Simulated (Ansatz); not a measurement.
Space group Pm-3m (No. 221). a = 4.403 Å, b = 4.403 Å, c = 4.403 Å, α = 90.00°, β = 90.00°, γ = 90.00°
```csv
atom,site,symmetry,x,y,z
Ta,3c,4/mm.m,0.0000,0.5000,0.5000
Ta,1a,m-3m,0.0000,0.0000,0.0000
C,3d,4/mm.m,0.5000,0.0000,0.0000
```

Equation of state of this Ta4C3 structure (not necessarily the ground state), with shape and atoms relaxed at each volume where symmetry leaves them free. It has no gap at any of these volumes. Computed with Ansatz, DFT PBEsol, scalar-relativistic, plane waves, PAW.

Plane waves to 420 eV, a k mesh through Γ of 8×8×8 on the computed 7-atom cell and Gaussian smearing (0.10 eV); no spin polarisation.

```csv
V (Å³/atom),E − E(largest V) (meV/atom),P (GPa)
10.728,111.14,51.70
11.094,12.01,35.65
11.459,-53.25,21.89
11.825,-89.38,10.10
12.191,-100.56,0.00
12.556,-90.39,-8.66
12.922,-61.91,-16.07
13.410,0.00,-24.31
```

Task: Fit a third-order Birch–Murnaghan equation to E(V).

Result: V0 = 12.19 Å³/atom, B0 = 311 GPa, B0' = 4.1.

Spin-orbit coupling is left out, which matters for the bands of heavy elements.